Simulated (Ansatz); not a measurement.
TaRh$_{3}$ (Cu3Au type, space group No. 221) at seven volumes, r²SCAN in the plane-wave PAW code Ansatz, scaled uniformly. One row is withheld.

```csv
V (Å³/atom),P (GPa)
13.123,33.68
13.556,20.47
13.989,?
14.421,-0.01
14.854,-7.89
15.286,-14.51
15.719,-20.05
```

Task: Fit the shown pressures and predict the withheld one.

Result: Third-order Birch–Murnaghan: P = (3/2)B₀(x^(7/2) − x^(5/2))[1 + (3/4)(B′ − 4)(x − 1)] with x = (V₀/V)^(2/3). Least squares on the six rows gives V₀ = 14.421 Å³/atom, B₀ = 285.5 GPa, B′ = 4.75. At V = 13.989, x = 1.0205 and P = 9.33 GPa. The run itself gave 9.35 GPa.

Space group Pm-3m (Cu3Au type). The workflow started from an entry of the Crystallography Open Database (COD). Its standing as an ambient phase is unchecked. Symmetry was held in the r²SCAN relaxation; whether a distortion lowers the energy is not shown. The run is not spin-polarised. Spin–orbit coupling is left out wherever it is not named.

Potentials: the later of the program's two PAW sets.
